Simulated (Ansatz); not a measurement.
Lu₂AlGe₂, a known structure type with other elements, at an estimated volume

```xyz
5
Lattice="0.0000 0.0000 4.0258 4.2341 -2.8485 2.0129 4.2341 2.8485 -2.0129" Properties=species:S:1:pos:R:3 pbc="T T T"
Lu    6.0219    0.0000    2.0129
Lu    2.4462    0.0000    2.0129
Ge    4.2341   -1.2004    4.0258
Ge    4.2341    1.2004    0.0000
Al    0.0000    0.0000    0.0000
```

Method: PBE, no spin polarisation; PAW, plane waves to 420 eV, 8×8×8 Γ-centred mesh, fermi-dirac occupations (width 0.1 eV) (Ansatz 0.2.0), atoms fixed.

Q: What is the formation energy?

A: -0.64 eV an atom against the elements' usual phases (free molecules for gases, crystals otherwise, with no correction for O₂ or N₂), so it is bound against them; other compounds may still compete. Relaxing would lower it.

Q: Which element gives electrons and which takes them?

A: Bader charges in e: Lu +1.35, Al +0.66, Ge -1.68. In the mean Lu gives up most and Ge takes most.

Q: Is the cell too large or too small?

A: The pressure is 4.1 GPa (compression positive), so with the atoms held at these fractions the cell would first expand; the forces are large, so a full relaxation may end otherwise. The principal stresses 1.9, 3.3, 7.1 GPa differ, so its shape would change too.

Q: Metal or insulator?

A: It is a metal, with about 2.1 states/eV a cell as the mean within 0.25 eV of the Fermi level, mostly Lu d (66 %) and Ge p (16 %).

Q: Which atom feels the largest force, and which way?

A: The largest is on Ge3 (and as large on other atoms): 0.83 eV/Å, components (0.00, -0.83, 0.00). It makes 180° with the line to a nearest neighbour, Ge4 at 2.40 Å, pointing away from it.

Origin: a known structure type with other elements, at an estimated volume, so it need not be a known compound.
